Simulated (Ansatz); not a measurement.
Ge:
```yaml
crystal:
  lattice:
    - [-3.40132, 3.40132, 3.40132]
    - [3.40132, -3.40132, 3.40132]
    - [3.40132, 3.40132, -3.40132]
  atoms:
    - { symbol: Ge, position: [0.00000, 0.25000, 0.50000] }
    - { symbol: Ge, position: [0.25000, 0.50000, 0.00000] }
    - { symbol: Ge, position: [0.50000, 0.00000, 0.25000] }
    - { symbol: Ge, position: [0.25000, 0.25000, 0.25000] }
```

Relaxed with PBEsol. Special points in fractions of this cell's reciprocal vectors: Γ (0.000, 0.000, 0.000); H (0.500, -0.500, 0.500); N (0.000, 0.000, 0.500); P (0.250, 0.250, 0.250).

### Question
List the band energies nearest the Fermi level at these points for PBEsol in the plane-wave PAW code Ansatz.

### Answer
In eV from the Fermi level; about four levels below and three above (degenerate sets whole), none deeper than 8.9 eV; points with the same levels are listed once.

```tsv
k	below	above
Γ	-2.87 -2.87 -0.62 -0.62 -0.62	3.11 3.14 3.14 3.14
H	-2.97 -2.97 -2.97 -1.43	0.68 1.26 1.26 1.26
N	-3.00 -2.56 -0.31 -0.10	0.49 1.12 1.73
P	-2.23 -2.23 -0.90 -0.90	0.77 0.77 3.24 3.24
```

Space group I4_132. The start of the workflow was typed in or built on a structure type; neither database checked (COD, Materials Project) lists it. It is not the phase usual at ambient conditions (space group No. 227). Symmetry was held in the PBEsol relaxation. At this level the phase is mechanically unstable. The volume moved by 44 % from the start of the relaxation. Spin–orbit coupling is left out wherever it is not named.

Potentials: the later of the program's two PAW sets.
